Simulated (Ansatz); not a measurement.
## Mg3GaNi2: field gradients at two levels of theory

Cell: a refined structure from the COD whose atoms were relaxed with PBE, the cell held.

```cif
data_Mg3GaNi2
_symmetry_space_group_name_H-M 'Fd-3m:1'
_symmetry_Int_Tables_number 227
_cell_length_a 11.4886
_cell_length_b 11.4886
_cell_length_c 11.4886
_cell_angle_alpha 90.000
_cell_angle_beta 90.000
_cell_angle_gamma 90.000
loop_
_atom_site_label
_atom_site_type_symbol
_atom_site_symmetry_multiplicity
_atom_site_Wyckoff_symbol
_atom_site_fract_x
_atom_site_fract_y
_atom_site_fract_z
Mg Mg 48 f 0.0548 0.2500 0.7500
Ga Ga 16 c 0.6250 0.6250 0.1250
Ni Ni 32 e 0.8320 0.8320 0.3320
```

One atom of each set is listed; the run and its k-mesh use a cell of 24 atoms with edges of 8.12, 8.12, 8.12 Å.

First run. Method: Kohn–Sham DFT in Ansatz, PBE, plane waves and PAW, scalar-relativistic, collinear spin, 420 eV cutoff, Γ-centred 5×5×5 k-points, Fermi–Dirac smearing 0.05 eV. Start moments as typed (μB): 1.5 on each Ni, none on the rest.

| site | V_zz (10²¹ V/m²) | η |
| --- | --- | --- |
| Mg | -1.41 | 0.43 |
| Ga | -6.42 | 0.00 |
| Ni | -2.16 | 0.00 |

Second run. The same atoms and settings, except that the functional is r2SCAN and the cutoff is 500 eV.

**Question.** Given the first result, estimate the second.

**Answer.** 

```
site   V_zz     η  change of V_zz
  Mg  -1.40  0.39           +0.01
  Ga  -6.39  0.00           +0.03
  Ni  -2.42  0.00           -0.26
```

The largest change of V_zz is on Ni, from -2.16 to -2.42. In per cent, |V_zz| changes by 0 on Ga, +12 on Ni (all sites that start above 2).

The run finds no gap above 0.1 eV (a metal, or nearly one), so the gradients can move by 10 % or more with the k-mesh. With these PAW files V_zz is typically within 2 to 3 % of all-electron values, but misses above 10 % occur on Ni. The start moments die out, and the run ends without spin.
For the second run: The largest force is 0.3 eV/Å, so the atoms aren't at the calculated equilibrium and relaxing them would move these values. The program didn't check the stability of this electronic state in full, so a lower one may lie near.
